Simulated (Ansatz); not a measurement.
Data:

Sb2S3:
```cif
data_S12Sb8
_chemical_formula_sum 'Sb8 S12'
_space_group_name_H-M_alt 'Pnma'
_space_group_IT_number 62
_space_group_name_Hall '-P 2ac 2n'
_cell_length_a 11.03397
_cell_length_b 3.81140
_cell_length_c 10.79968
_cell_angle_alpha 90.000
_cell_angle_beta 90.000
_cell_angle_gamma 90.000
loop_
_atom_site_label
_atom_site_type_symbol
_atom_site_symmetry_multiplicity
_atom_site_Wyckoff_symbol
_atom_site_fract_x
_atom_site_fract_y
_atom_site_fract_z
_atom_site_occupancy
Sb1 Sb 4 c 0.47924 0.25000 0.32567 1
Sb2 Sb 4 c 0.15601 0.25000 0.53276 1
S1 S 4 c 0.28769 0.25000 0.19309 1
S2 S 4 c 0.04991 0.75000 0.37283 1
S3 S 4 c 0.12560 0.25000 0.94170 1
```

This is the LDA-relaxed structure.

Q: All from the program Ansatz at the LDA level (PAW), unless another level is named. Give the electron effective mass.

A: 0.28, 0.54, 1.2 mₑ (principal values).

Q: Next, the weight of the valence-edge state by species (Voronoi cells)?

A: S 74 %, Sb 26 %.

Symmetry was held in the LDA relaxation; of distortions, only those at the zone centre were tested. A crystal of weakly bound chains computed without a dispersion correction: the cell and the soft elastic constants depend strongly on that. Spin–orbit coupling is left out wherever it is not named.

Potentials: the later of the program's two PAW sets.

Edges and masses are those of Kohn–Sham bands, whose gap is no quasiparticle gap.
